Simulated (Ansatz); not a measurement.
**An elastic constant from a strain scan in CsPbBr₃**

Level of theory: Ansatz, DFT PBEsol, scalar-relativistic, plane waves, PAW. Cutoff 420 eV, Γ-centred 6×6×6 k-points, Gaussian smearing of 0.05 eV. Spin–orbit coupling is left out, which can shift energies with elements as heavy as these. No spin polarisation. Energies are free energies at this smearing, counted from the undisturbed cell; pressure is positive in compression.

The starting cell (as given, not relaxed at this level; it stands at 0.0 GPa, and it needn't be the usual structure):

```xyz
5
Lattice="5.8700 0.0000 0.0000 0.0000 5.8700 0.0000 0.0000 0.0000 5.8700" Properties=species:S:1:pos:R:3 pbc="T T T"
Cs    0.0000    0.0000    0.0000
Pb    2.9350    2.9350    2.9350
Br    0.0000    2.9350    2.9350
Br    2.9350    0.0000    2.9350
Br    2.9350    2.9350    0.0000
```

The cell is strained by ε times the Voigt pattern (0, 1, 0, 0, 0, 0) (xx, yy, zz, yz, xz, xy; engineering shear) with fractional coordinates fixed. The cell holds 5 atoms in V0 = 202.26 Å³. The stress column is τ = (1/V0) dE/dε, got from the stress tensor σ (compression positive) at each point as −det(1 + εP) σ : P(1 + εP)⁻¹, with P the pattern as a tensor.

| ε | ΔE (meV/atom) | τ (GPa) |
| --- | --- | --- |
| -0.0600 | 30.714 | -4.544 |
| -0.0450 | 16.290 | -3.112 |
| -0.0300 | 6.865 | -1.900 |
| -0.0150 | 1.659 | -0.879 |
| 0.0000 | 0.000 | -0.023 |
| 0.0150 | 1.301 | 0.689 |
| 0.0300 | 5.060 | 1.277 |
| 0.0450 | 10.840 | 1.759 |
| 0.0525 | 14.370 | 1.965 |
| 0.0600 | ? | ? |

**Question.** Which combination of elastic constants does this scan measure, and how large is it?

**Answer.** For small ε, τ = τ0 + Kε with K = pᵀCp, which for this pattern is C11 in the cubic axes. The parabola through τ at ε = -0.0150, 0 and 0.0150 has slope K = 52 GPa at zero. The energies per cell, E = NΔE, of the same two points give K = 2[E(ε₊)/ε₊ − E(ε₋)/ε₋]/[(ε₊ − ε₋)V0] = 52 GPa, in agreement.

**Question.** Predict the withheld row at ε = 0.0600 from the harmonic law, and compare.

**Answer.** ΔE = V0(τ0 ε + Kε²/2)/N = 23.392 meV/atom and τ = 3.11 GPa. The calculation gives 18.270 meV/atom and 2.15 GPa: the energy lies 22 % below the harmonic value, as bonds soften when stretched.

Symmetry holds off the tilts and polar distortions that many cubic perovskites undergo.